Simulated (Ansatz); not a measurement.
CaSe:
```yaml
crystal:
  lattice:
    - [0.00000, 2.96743, 2.96743]
    - [2.96743, 0.00000, 2.96743]
    - [2.96743, 2.96743, 0.00000]
  atoms:
    - { symbol: Ca, position: [0.00000, 0.00000, 0.00000] }
    - { symbol: Se, position: [0.50000, 0.50000, 0.50000] }
```

Relaxed with r²SCAN. Special points in fractions of this cell's reciprocal vectors: Γ (0.000, 0.000, 0.000); X (0.500, 0.000, 0.500); U (0.625, 0.250, 0.625); K (0.375, 0.375, 0.750); L (0.500, 0.500, 0.500); W (0.500, 0.250, 0.750).

Task: List the band energies nearest the valence-band maximum at these points for r²SCAN in the plane-wave PAW code Ansatz.

Result: In eV from the valence-band maximum; about four levels below and three above (degenerate sets whole), none deeper than 8.9 eV; points with the same levels are listed once.

| k | below | above |
|---|---|---|
| Γ | 0.00 0.00 0.00 | 4.08 4.22 4.22 4.22 |
| X | -2.52 -0.94 -0.94 | 2.52 5.60 5.76 |
| U | -2.25 -2.01 -1.10 | 3.79 6.28 6.28 |
| L | -3.24 -1.17 -1.17 | 5.10 6.06 6.08 6.08 |
| W | -1.97 -1.97 -1.64 | 4.93 4.93 5.86 |

Space group Fm-3m (rock salt). The cell was relaxed with r²SCAN under the symmetry of its start; phonons on a q-mesh show no instability. Spin–orbit coupling is left out wherever it is not named.

Potentials: the later of the program's two PAW sets.
